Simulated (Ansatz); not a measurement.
## TaO₂: clamped-ion strain scan

These are results of DFT PBEsol, scalar-relativistic, plane waves, PAW (Ansatz 0.2.0), not measurements. Settings: plane waves to 420 eV, k-mesh 10×10×16 (Γ-centred), Gaussian smearing 0.15 eV. Spin–orbit coupling is left out, which can shift energies with elements as heavy as these. No spin polarisation. Energies are free energies at this smearing, counted from the undisturbed cell; pressure is positive in compression.

The undisturbed cell (relaxed at this level; it needn't be the usual structure):

```yaml
crystal:
  lattice:
    - [4.95094, 0.00000, 0.00000]
    - [0.00000, 4.95094, 0.00000]
    - [0.00000, 0.00000, 2.85082]
  atoms:
    - { symbol: Ta, position: [0.00000, 0.00000, 0.50000] }
    - { symbol: Ta, position: [0.50000, 0.50000, 0.00000] }
    - { symbol: O, position: [0.71344, 0.28656, 0.50000] }
    - { symbol: O, position: [0.28656, 0.71344, 0.50000] }
    - { symbol: O, position: [0.21344, 0.21344, 0.00000] }
    - { symbol: O, position: [0.78656, 0.78656, 0.00000] }
```

The cell is strained by ε times the Voigt pattern (0, 0, 0, 0, 0, 1) (xx, yy, zz, yz, xz, xy; engineering shear) with fractional coordinates fixed. The cell is metallic on the mesh throughout.

| ε | ΔE (meV/atom) |
| --- | --- |
| -0.0400 | 16.4 |
| -0.0200 | 4.1 |
| 0.0000 | 0.0 |
| 0.0050 | 0.3 |
| 0.0100 | 1.0 |
| 0.0150 | 2.3 |
| 0.0250 | 6.4 |
| 0.0300 | 9.2 |
| 0.0350 | 12.6 |

Problem. Predict the pressure (GPa) at each point.

Solution.
| ε | pressure (GPa) |
| --- | --- |
| -0.0400 | 0.6 |
| -0.0200 | 0.1 |
| 0.0000 | 0.0 |
| 0.0050 | 0.0 |
| 0.0100 | 0.0 |
| 0.0150 | 0.1 |
| 0.0250 | 0.2 |
| 0.0300 | 0.3 |
| 0.0350 | 0.5 |